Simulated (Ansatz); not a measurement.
CaH: from a guess to a relaxed structure

Computed with DFT PBE, scalar-relativistic, plane waves, PAW (Ansatz). Cutoff 420 eV, Gaussian smearing, Γ-centred meshes. Cell and atoms relax first on a coarse mesh and then on a finer one. In between, the cell is made exact in the group found at 0.06 Å. In metals the finer mesh still leaves noise of several meV/atom or more. The steps can't lower the symmetry of their start. No spin polarisation.

Recipe of this trial structure of CaH: random cell by space group and Wyckoff sites (Pmmm, No. 47). Lengths were set from tabulated atomic sizes, so they are only a guess.

```
Ca H
1.0
     3.31390    0.00000    0.00000
     0.00000    3.73067    0.00000
     0.00000    0.00000    4.69674
Ca H
1 1
Direct
  0.00000 0.50000 0.00000
  0.50000 0.00000 0.00000
```

The zero of energy is the elements' standard structures at the same level (H₂ as a molecule); no fitted shifts are applied.

Question: Which structure results?

Answer: The symmetry goes from Pmmm (No. 47) to P4/mmm (No. 123). The volume per atom shrinks by 24.5 %, from 29.0 to 21.9 Å³. The shortest distance goes from 2.49 Å (Ca–H) to 2.34 Å (Ca–H). The end is written in a standard setting, so origin, axes and order of atoms can differ from the start's. Conventional cell: a = 3.304 Å, c = 4.018 Å. Around Ca lie 4 H at 2.34 Å; H is surrounded by 4 Ca at 2.34 Å.

```cif
data_structure
_symmetry_space_group_name_H-M 'P 1'
_symmetry_Int_Tables_number 1
_cell_length_a 3.3037
_cell_length_b 3.3037
_cell_length_c 4.0184
_cell_angle_alpha 90.000
_cell_angle_beta 90.000
_cell_angle_gamma 90.000
_cell_volume 43.86
loop_
_atom_site_label
_atom_site_type_symbol
_atom_site_fract_x
_atom_site_fract_y
_atom_site_fract_z
_atom_site_occupancy
Ca1 Ca 0.00000 0.00000 0.00000 1
H1 H 0.50000 0.50000 0.00000 1
```

Question: Give its energy and gap.

Answer:

- Formation energy: −0.04 eV/atom
- Gap on the 16×16×14 mesh of the 2-atom cell: 0 eV (a metal)

Whether it is stable depends on the other phases of the system, which aren't compared here.

The last run used Gaussian smearing of 0.10 eV. For metals, differences of a few meV/atom aren't resolved. The cell is a metal run without spin; a magnetic state may lie lower. With hydrogen, zero-point motion can shift formation energies by some tens of meV/atom. Symmetry constrained the relaxation, so the result can be a saddle point.
